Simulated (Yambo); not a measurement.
Yambo run on MgO (rock salt, space group Fm-3m, No. 225). The wavefunctions are norm-conserving PBEsol (Quantum ESPRESSO, 84 Ry, scalar-relativistic) ones on a 6×6×6 mesh (8 occupied bands); a = 2.979 Å, b = 2.979 Å, c = 2.979 Å, α = 60.00°, β = 60.00°, γ = 60.00°.

Yambo input:

```
rim_cut
HF_and_locXC
RandQpts= 100000
RandGvec= 1 Ry
EXXRLvcs= 84 Ry
VXCRLvcs= 336 Ry
% QPkrange
 1 | 1 | 8 | 9 |
%
```

k points by index: 1 = Γ.

Resulting energies as the program prints them:

```
#    K-point    Band    Eo [eV]    Ehf [eV]    Vxc [eV]    Vnlxc [eV]
#
    1    8    0.000000    -5.543650    -19.88964    -25.43329
    1    9    4.659267    9.309969    -13.69010    -9.039403
```
Exchange alone, without screening.

Geometry relaxed with PBEsol.
